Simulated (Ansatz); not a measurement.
The following input was run with Ansatz 0.2.0.

```yaml
crystal:
  lattice:
    - [-2.1840531286, 2.1840531286, 5.0849161536]
    - [2.1840531286, -2.1840531286, 5.0849161536]
    - [2.1840531286, 2.1840531286, -5.0849161536]
  atoms:
    - { symbol: Ca, position: [0.0, 0.0, 0.0] }
    - { symbol: Si, position: [0.3853427824, 0.3853427824, 0.0] }
    - { symbol: Si, position: [0.6146572176, 0.6146572176, 0.0] }
    - { symbol: Au, position: [0.75, 0.25, 0.5] }
    - { symbol: Au, position: [0.25, 0.75, 0.5] }
basis:
  ecutwfc: 500
kpoints:
  mp_grid: { grid: [12, 12, 12] }
hamiltonian:
  xc: r2scan
scf:
  occupations: { method: gaussian, width: 0.1 }
output:
  forces: true
  stress: true
  eigenvalues: true
relax:
  adjacent_minimum: "off"
  f_tol: 0.01
  max_steps: 30
  cell: { stress_tol: 0.1, fix: [volume] }
```

Run as
```bash
ansatz run input.yaml --threads 1 --pin off --max-ram 2560MiB --backend cpu --events-out ev --progress --plain --runs-dir out
```

All numbers below come from Ansatz, DFT r2SCAN, scalar-relativistic, plane waves, PAW.

Abridged output:

```
Pseudopotentials: kind: paw
Pseudopotential: Ca, paw, valence charge 10, recommended cutoff 500 eV (meta_gga)
Pseudopotential: Si, paw, valence charge 4, recommended cutoff 500 eV (meta_gga)
Pseudopotential: Au, paw, valence charge 19, recommended cutoff 500 eV (meta_gga)
Functional definition: r2SCAN
Crystal: 5 atoms, lattice volume = 97.022 Å³
Basis set: ecut = 500 eV, 2459 PW (Γ), exchange–correlation on 180×180×180 points (64 copies of the dense FFT grid, shifted against one another)
Bands: 34, of which v1, the nominal top of the filled ones, is band 28 counted from 1 (27 counted from 0)
Symmetry: 16 space group operations
Space group: I4/mmm (ITA 139), of the structure as read, at distance tolerance 4.6e-5 Å
k-points: 163 of 1728
Initial density: superposition of atomic densities (neutral atoms: chi_scale 0, normalization atom), corrected by the library's trained network
Initial wavefunctions: pseudopotential atomic-orbital guess
Functional: x = r2scan, c = r2scan; τ floored in thin density (d = 2e-4 eV/Å³)
SCF iter   1: F=—  HF=-29429.316537 eV  |F-HF|=—  |Δ(HF+E_count)|=         —  Δρ=1.02e-2  dr2=1.86e-1  dr2_τ=3.47e-2  ethr=1.77e-3  ⟨swp⟩=7.5  Hψ=25670  notcnv=0  defer=26
SCF iter   2: F=—  HF=-29429.352951 eV  |F-HF|=—  |Δ(HF+E_count)|=   3.64e-2  Δρ=4.01e-3  dr2=3.46e-2  dr2_τ=3.20e-3  ethr=3.31e-4  ⟨swp⟩=2.3  Hψ=9418  notcnv=0  defer=246
SCF iter   3: F=—  HF=-29429.347876 eV  |F-HF|=—  |Δ(HF+E_count)|=   5.07e-3  Δρ=1.78e-3  dr2=6.39e-3  dr2_τ=1.49e-4  ethr=6.18e-5  ⟨swp⟩=2.5  Hψ=8228  notcnv=0  defer=246
SCF iter   4: F=—  HF=-29429.346698 eV  |F-HF|=—  |Δ(HF+E_count)|=   1.18e-3  Δρ=4.79e-4  dr2=4.42e-4  dr2_τ=1.39e-5  ethr=1.14e-5  ⟨swp⟩=2.9  Hψ=9627  notcnv=0  defer=246
SCF iter   5: F=—  HF=-29429.346658 eV  |F-HF|=—  |Δ(HF+E_count)|=   3.92e-5  Δρ=1.58e-4  dr2=2.39e-5  dr2_τ=1.41e-6  ethr=7.90e-7  ⟨swp⟩=2.0  Hψ=8292  notcnv=0  defer=246
SCF iter   6: F=—  HF=-29429.346650 eV  |F-HF|=—  |Δ(HF+E_count)|=   8.39e-6  Δρ=3.16e-5  dr2=1.09e-6  dr2_τ=8.42e-8  ethr=4.28e-8  ⟨swp⟩=2.2  Hψ=8598  notcnv=0  defer=242
SCF iter   7: F=-29429.346650 eV  HF=-29429.346650 eV  |F-HF|=7.06e-9  |Δ(HF+E_count)|=   3.90e-7  Δρ=7.12e-6  dr2=6.91e-8  dr2_τ=1.95e-9  ethr=1.79e-10  ⟨swp⟩=10.8  Hψ=28547  notcnv=0
SCF 1 converged in 7 iterations: F = -29429.346650 eV  dr2 = 6.91e-8
relax step   1: F+E_penalty+E_count = -29429.34665037 eV  Δ(F+E_penalty+E_count) = +0.000e0 eV  max|allowed force component| = 6.291e-2 eV/Å  Δτ_max = 0.0000 Å  P = -2.880 GPa  Ω = 97.022 Å³  fix = [volume]  reactions: volume -2.880 GPa (7 SCF iters, dr2 threshold 1.00e-7 eV, accepted)
Basis set: ecut = 500 eV, 2451 PW (Γ), exchange–correlation on 180×180×180 points (64 copies of the dense FFT grid, shifted against one another)
Initial density: handed on by an earlier stage of this run
Initial wavefunctions: those handed on with the density
SCF iter   1: F=—  HF=-29429.346076 eV  |F-HF|=—  |Δ(HF+E_count)|=         —  Δρ=3.27e-4  dr2=1.59e-4  dr2_τ=1.34e-3  ethr=4.66e-7  ⟨swp⟩=3.1  Hψ=30315  notcnv=0
SCF iter   2: F=—  HF=-29429.347393 eV  |F-HF|=—  |Δ(HF+E_count)|=   1.32e-3  Δρ=2.37e-4  dr2=1.01e-4  dr2_τ=1.66e-6  ethr=2.83e-7  ⟨swp⟩=2.0  Hψ=9428  notcnv=0
SCF iter   3: F=—  HF=-29429.347379 eV  |F-HF|=—  |Δ(HF+E_count)|=   1.38e-5  Δρ=6.76e-5  dr2=6.97e-6  dr2_τ=9.24e-7  ethr=1.81e-7  ⟨swp⟩=2.0  Hψ=7963  notcnv=0
SCF iter   4: F=—  HF=-29429.347380 eV  |F-HF|=—  |Δ(HF+E_count)|=   1.17e-6  Δρ=5.19e-5  dr2=1.52e-6  dr2_τ=9.60e-8  ethr=1.24e-8  ⟨swp⟩=2.0  Hψ=8006  notcnv=0
SCF iter   5: F=-29429.347381 eV  HF=-29429.347381 eV  |F-HF|=1.16e-9  |Δ(HF+E_count)|=   6.60e-7  Δρ=1.03e-5  dr2=1.41e-7  dr2_τ=2.48e-8  ethr=4.42e-10  ⟨swp⟩=3.2  Hψ=22148  notcnv=0
SCF 2 converged in 5 iterations: F = -29429.347381 eV  dr2 = 1.41e-7
relax step   2: F+E_penalty+E_count = -29429.34738096 eV  Δ(F+E_penalty+E_count) = -7.306e-4 eV  max|allowed force component| = 2.796e-2 eV/Å  Δτ_max = 0.0050 Å  P = -2.815 GPa  Ω = 97.022 Å³  fix = [volume]  reactions: volume -2.815 GPa (5 SCF iters, dr2 threshold 2.47e-7 eV, accepted)
SCF iter   1: F=—  HF=-29429.347389 eV  |F-HF|=—  |Δ(HF+E_count)|=         —  Δρ=1.17e-4  dr2=2.62e-5  dr2_τ=5.98e-5  ethr=5.73e-8  ⟨swp⟩=2.1  Hψ=26173  notcnv=0
SCF iter   2: F=—  HF=-29429.347444 eV  |F-HF|=—  |Δ(HF+E_count)|=   5.52e-5  Δρ=7.67e-5  dr2=1.39e-5  dr2_τ=1.64e-7  ethr=4.67e-8  ⟨swp⟩=2.0  Hψ=8504  notcnv=0
SCF iter   3: F=—  HF=-29429.347442 eV  |F-HF|=—  |Δ(HF+E_count)|=   2.65e-6  Δρ=2.31e-5  dr2=5.86e-7  dr2_τ=1.59e-7  ethr=2.48e-8  ⟨swp⟩=2.0  Hψ=7972  notcnv=0
SCF iter   4: F=—  HF=-29429.347442 eV  |F-HF|=—  |Δ(HF+E_count)|=   1.00e-7  Δρ=1.34e-5  dr2=1.55e-7  dr2_τ=4.87e-9  ethr=1.05e-9  ⟨swp⟩=2.1  Hψ=8095  notcnv=0
SCF iter   5: F=-29429.347442 eV  HF=-29429.347442 eV  |F-HF|=2.12e-9  |Δ(HF+E_count)|=   5.21e-8  Δρ=3.38e-6  dr2=1.97e-8  dr2_τ=2.40e-9  ethr=8.73e-11  ⟨swp⟩=4.1  Hψ=18687  notcnv=0
SCF 3 converged in 5 iterations: F = -29429.347442 eV  dr2 = 1.97e-8
relax step   3: F+E_penalty+E_count = -29429.34744185 eV  Δ(F+E_penalty+E_count) = -6.089e-5 eV  max|allowed force component| = 1.823e-3 eV/Å  Δτ_max = 0.0021 Å  P = -2.793 GPa  Ω = 97.022 Å³  fix = [volume]  reactions: volume -2.793 GPa (5 SCF iters, dr2 threshold 4.89e-8 eV, accepted)
Initial wavefunctions: pseudopotential atomic-orbital guess (no wavefunctions were taken with the density)
SCF iter   1: F=—  HF=-29429.345975 eV  |F-HF|=—  |Δ(HF+E_count)|=         —  Δρ=3.94e-4  dr2=2.68e-6  dr2_τ=7.27e-8  ethr=1.13e-7  ⟨swp⟩=3.1  Hψ=39661  notcnv=0
SCF iter   2: F=—  HF=-29429.347031 eV  |F-HF|=—  |Δ(HF+E_count)|=   1.06e-3  Δρ=1.99e-4  dr2=6.88e-7  dr2_τ=1.42e-5  ethr=4.79e-9  ⟨swp⟩=2.0  Hψ=8833  notcnv=0
SCF iter   3: F=—  HF=-29429.347446 eV  |F-HF|=—  |Δ(HF+E_count)|=   4.14e-4  Δρ=2.71e-6  dr2=3.13e-9  dr2_τ=1.49e-9  ethr=1.23e-9  ⟨swp⟩=2.0  Hψ=8825  notcnv=0
SCF iter   4: F=—  HF=-29429.347446 eV  |F-HF|=—  |Δ(HF+E_count)|=   4.34e-8  Δρ=1.08e-6  dr2=9.02e-10  dr2_τ=6.30e-11  ethr=1.00e-12  ⟨swp⟩=6.8  Hψ=26261  notcnv=0
SCF iter   5: F=-29429.347446 eV  HF=-29429.347446 eV  |F-HF|=1.09e-11  |Δ(HF+E_count)|=   2.42e-9  Δρ=2.76e-7  dr2=1.09e-10  dr2_τ=1.99e-11  ethr=1.00e-12  ⟨swp⟩=3.0  Hψ=20669  notcnv=0
SCF 4 converged in 5 iterations: F = -29429.347446 eV  dr2 = 1.09e-10
SCF converged after 5 iterations
Free energy (F): -29429.347446 eV
Harris-Foulkes:  -29429.347446 eV  (|F-HF|=1.09e-11)
Internal energy: -29429.340059 eV  (E = F + TS)
E sigma→0 (E₀):  -29429.343752 eV
Entropy (-TS):   -0.007387 eV (-1.477 meV/atom)
Fermi energy:    12.610336 eV
--- Per-component energies (eV) ---
  E_band       = -833.857249
  E_kinetic    = 1567.068015
  E_local      = -6273.385310  (includes V_loc(G=0)·N_el)
  E_nonlocal   = 257.192565
  E_hartree    = 2640.023424
  E_xc         = -677.783153
  E_vxc        = -911.767563  (∫ρ·V_xc dr)
  E_paw        = -21361.537222  (= ΣΔE_a)
  E_vpaw       = -811.975792  (= ΣTr[D̂ρ^β])
  E_aug_tail   = 0.001567  (compensation charges beyond the density's cutoff)
  E_vtau       = 58.961899  (kinetic-family band-sum trace: ∫τ·v_τ [+ j·A + Jᵃ·Aᵃ] dr)
  E_ewald      = -5580.193767
  E_core_change = -0.726179  (= ΣΔE_core)
  E_smearing   = -0.007387  (= −TS)
--- Forces (eV/Å), atoms counted from 1 ---
  atom   1  Ca     0.00000000     0.00000000     0.00000000
  atom   2  Si     0.00000000     0.00000000    -0.00180682
  atom   3  Si     0.00000000     0.00000000     0.00180682
  atom   4  Au     0.00000000     0.00000000     0.00000000
  atom   5  Au     0.00000000     0.00000000     0.00000000
--- Stress (GPa, compression-positive) ---
       -2.793760       0.000000       0.000000
        0.000000      -2.793760       0.000000
        0.000000       0.000000      -2.792198
  P = ⅓ Tr σ = -2.7932 GPa (-27.932 kbar)
--- Band table (eV; the first three rows and the last of 163) ---
  k-point 0: bands = ["-96.0099", "-96.0070", "-46.8652", "-46.8652", "-46.8400", "-46.8305", "-46.8154", "-46.8154", "-30.3351", "-10.4817", "-10.4632", "-10.4632", "0.9497", "3.8746", "5.3846", "6.0361", "6.1248", "6.1248", "7.6047", "7.6047", "7.8635", "8.2818", "8.5435", "8.7075", "9.2379", "11.1178", "11.1178", "13.2828", "13.2828", "13.2841", "13.6819", "15.9062", "16.2252", "16.8433"]
  k-point 1: bands = ["-96.0098", "-96.0071", "-46.8655", "-46.8616", "-46.8397", "-46.8308", "-46.8192", "-46.8152", "-30.3350", "-10.4814", "-10.4654", "-10.4648", "1.0518", "3.9192", "5.4497", "5.9999", "6.1861", "6.1936", "7.3565", "7.5946", "7.8336", "8.2025", "8.6707", "8.8286", "8.8888", "10.7763", "11.0199", "12.4157", "12.9630", "14.2810", "14.5134", "16.0739", "16.5669", "16.8282"]
  k-point 2: bands = ["-96.0095", "-96.0073", "-46.8665", "-46.8517", "-46.8388", "-46.8317", "-46.8292", "-46.8144", "-30.3346", "-10.4806", "-10.4709", "-10.4689", "1.3384", "4.0384", "5.5070", "6.0298", "6.3805", "6.3905", "6.9877", "7.4536", "7.7600", "8.0007", "8.1292", "8.5460", "9.2564", "10.4614", "10.8012", "11.6618", "12.4521", "15.3842", "16.0460", "16.1819", "16.5253", "16.8146"]
  k-point 162: bands = ["-96.0099", "-96.0070", "-46.8652", "-46.8652", "-46.8400", "-46.8305", "-46.8155", "-46.8155", "-30.3349", "-10.4883", "-10.4627", "-10.4627", "2.0856", "2.2789", "5.5800", "6.0517", "6.2327", "6.2327", "6.9296", "7.4860", "7.4860", "7.5702", "8.2849", "9.2378", "10.4731", "10.4731", "12.4741", "12.5962", "15.1188", "15.6215", "15.9790", "16.1261", "16.1261", "16.6733"]
--- Relaxed structure (3 steps of the walk, 3 accepted, 1 SCFs on fresh bases) ---
  F+E_penalty+E_count = -29429.34744558 eV   max|allowed force component| = 1.807e-3 eV/Å   (the final SCF, on the basis selected at the relaxed cell)
  cell:  # Å, volume = 97.0220 Å³
    - [-2.18856154, 2.18856154, 5.06398797]
    - [2.18856154, -2.18856154, 5.06398797]
    - [2.18856154, 2.18856154, -5.06398797]
  atoms:
    - { symbol: Ca, position: [0.0, 0.0, 0.0] }
    - { symbol: Si, position: [0.38463885, 0.38463885, 0.0] }
    - { symbol: Si, position: [0.61536114, 0.61536114, 0.0] }
    - { symbol: Au, position: [0.74999999, 0.25000000, 0.49999999] }
    - { symbol: Au, position: [0.25000000, 0.74999999, 0.49999999] }
```

The relaxation met its thresholds.

Time: 5 min on 1 thread of Arm Neoverse V1, on a shared host, peak memory 1.1 GiB.

Spin–orbit coupling is left out, which can shift energies with elements as heavy as these.